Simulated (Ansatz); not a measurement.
This MgTl2PtC6N6 structure is the end of a relaxation. The cell was found from a structure generator's guess, not taken from experiment.

Method: DFT PBE, scalar-relativistic, plane waves, PAW (Ansatz 0.2.0). Cutoff 420 eV, Γ-centred mesh, Gaussian smearing, collinear spin.

```yaml
crystal:
  lattice:
    - [0.00000, 5.64343, 5.64343]
    - [5.64343, 0.00000, 5.64343]
    - [5.64343, 5.64343, 0.00000]
  atoms:
    - { symbol: Mg, position: [0.00000, 0.00000, 0.00000] }
    - { symbol: Tl, position: [0.25000, 0.25000, 0.25000] }
    - { symbol: Tl, position: [0.75000, 0.75000, 0.75000] }
    - { symbol: Pt, position: [0.50000, 0.50000, 0.50000] }
    - { symbol: C, position: [0.79892, 0.20108, 0.20108] }
    - { symbol: C, position: [0.20108, 0.79892, 0.20108] }
    - { symbol: C, position: [0.20108, 0.20108, 0.79892] }
    - { symbol: C, position: [0.20108, 0.79892, 0.79892] }
    - { symbol: C, position: [0.79892, 0.20108, 0.79892] }
    - { symbol: C, position: [0.79892, 0.79892, 0.20108] }
    - { symbol: N, position: [0.69506, 0.30494, 0.30494] }
    - { symbol: N, position: [0.30494, 0.69506, 0.30494] }
    - { symbol: N, position: [0.30494, 0.30494, 0.69506] }
    - { symbol: N, position: [0.30494, 0.69506, 0.69506] }
    - { symbol: N, position: [0.69506, 0.30494, 0.69506] }
    - { symbol: N, position: [0.69506, 0.69506, 0.30494] }
```

Energies over the elements count from the elements' standard structures at the same level (N₂ as a molecule), with no fitted energy shifts.

Question: What space group does it have?

Answer: Fm-3m (No. 225). Conventional cell: a = 11.287 Å. Around Mg lie 6 C at 2.27 Å; Tl is surrounded by 12 C at 4.03 Å and 12 N at 4.04 Å (long against covalent radii, as for large ions); around Pt lie 6 N at 2.20 Å; around C lie 1 N at 1.17 Å, 1 Mg at 2.27 Å, 4 C at 3.21 Å, 1 Pt at 3.37 Å, 4 Tl at 4.03 Å, 4 N at 4.03 Å and 4 N at 4.12 Å; N is surrounded by 1 C at 1.17 Å, 1 Pt at 2.20 Å, 4 N at 3.11 Å, 1 Mg at 3.44 Å, 4 C at 4.03 Å, 4 Tl at 4.04 Å and 4 C at 4.12 Å.

Question: What is its formation energy per atom?

Answer: +0.492 eV/atom. It can't be a ground state, since the elements alone are lower.

Question: Is it a metal?

Answer: No, the gap on the 6×6×6 mesh is 0.53 eV.

Question: Which magnetic moments does it keep?

Answer: 0.13 μB per atom net, the space between the atoms included; by site: Pt 1.2 μB.

Question: From what recipe could a structure generator have reached it?

Answer: One such recipe: cyanide-bridged rock-salt net of two metals, 2 guest cations a cell (Fm-3m, No. 225). Other recipes can lead to the same cell.

The last run used collinear spin, a 6×6×6 mesh for its 16-atom cell and Gaussian smearing of 0.02 eV. Spin–orbit coupling, which can matter for Pt and Tl, is left out. Kohn–Sham gaps at this level usually fall short of measured ones. The missing spin–orbit coupling can work the other way here. The reference form of C is held partly by dispersion forces, which this level lacks. The magnetic state reached may not be the lowest. A structure relaxed within its symmetry needn't be a true minimum. Another cell of MgTl2PtC6N6 relaxed alike, in Fm-3m, lies 207 meV/atom lower, so this cell isn't the stable form at this level.
